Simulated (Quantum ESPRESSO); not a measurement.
```cif
data_AgCl
_chemical_formula_sum 'Cl1 Ag1'
_space_group_name_H-M_alt 'P 1'
_space_group_IT_number 1
_cell_length_a 3.78662
_cell_length_b 3.78662
_cell_length_c 3.78662
_cell_angle_alpha 60.000
_cell_angle_beta 60.000
_cell_angle_gamma 60.000
loop_
_space_group_symop_operation_xyz
  'x, y, z'
loop_
_atom_site_label
_atom_site_type_symbol
_atom_site_fract_x
_atom_site_fract_y
_atom_site_fract_z
_atom_site_occupancy
Cl1 Cl 0.50000 0.50000 0.50000 1
Ag1 Ag 0.00000 0.00000 0.00000 1
```

Cell and atoms were relaxed with LDA from Materials Project entry mp-22922, within its symmetry.

What does LDA (Quantum ESPRESSO, PseudoDojo norm-conserving, 86 Ry, without SOC) give for the electronic structure near the Fermi level?

The LDA gap is indirect, 0.63 eV, from L to Γ; the smallest direct gap is 3.14 eV. Spin-orbit splittings are left out.
